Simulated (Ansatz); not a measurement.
Relaxed-ion elastic tensor of Sr (fcc (Cu type), Fm-3m) in GPa (Voigt order), PBE+D3(BJ) (plane waves, PAW; program Ansatz); density 2.79 g/cm³, 52.11 Å³ per atom.

```
      1     2     3     4     5     6
-  ----  ----  ----  ----  ----  ----
1  15.7  11.1  11.1   0.0   0.0   0.0
2  11.1  15.7  11.1   0.0   0.0   0.0
3  11.1  11.1  15.7   0.0   0.0   0.0
4   0.0   0.0   0.0  12.5   0.0   0.0
5   0.0   0.0   0.0   0.0  12.5   0.0
6   0.0   0.0   0.0   0.0   0.0  12.5
```

Is the crystal mechanically stable?

Yes: the smallest eigenvalue of C is 4.6 GPa.

Work out the Voigt, Reuss and Hill averages.

K_V = 12.7, K_R = 12.7, K_H = 12.7; G_V = 8.4, G_R = 4.5, G_H = 6.5 GPa.

Give Young's modulus, Poisson's ratio, Pugh's ratio and the universal anisotropy index.

E = 9KG/(3K + G) = 16.6 GPa; ν = 0.28; K/G = 1.95 (ductile by the Pugh limit of 1.75); A_U = 5G_V/G_R + K_V/K_R − 6 = 4.32.

Estimate the sound speeds and the Debye temperature.

v_l = √((K + 4G/3)/ρ) = 2760 m/s, v_t = √(G/ρ) = 1520 m/s, mean 1700 m/s; Θ = (h/k)(3n/4πV)^(1/3) v_m = 135 K.

Give the Zener ratio and Young's modulus along [100], [110] and [111].

A = 2C44/(C11 − C12) = 5.41; 1/E = S11 − 2(S11 − S12 − S44/2)Γ with Γ = 0, 1/4, 1/3 gives 6.5, 15.4, 28.3 GPa.

Solve the Christoffel equation for the three sound speeds along [100], [110], [111].

Eigenvalues of C_ijkl n_j n_l equal ρv². In km/s, slowest first: [100] 2.12, 2.12, 2.37; [110] 0.91, 2.12, 3.05; [111] 1.43, 1.43, 3.24.

Symmetry was held in the PBE+D3(BJ) relaxation. The pairwise dispersion correction was not fitted to metals. As this level gives no gap, shear constants depend on the k-mesh and smearing (Fermi–Dirac, 0.1 eV here).

Potentials: the later of the program's two PAW sets.
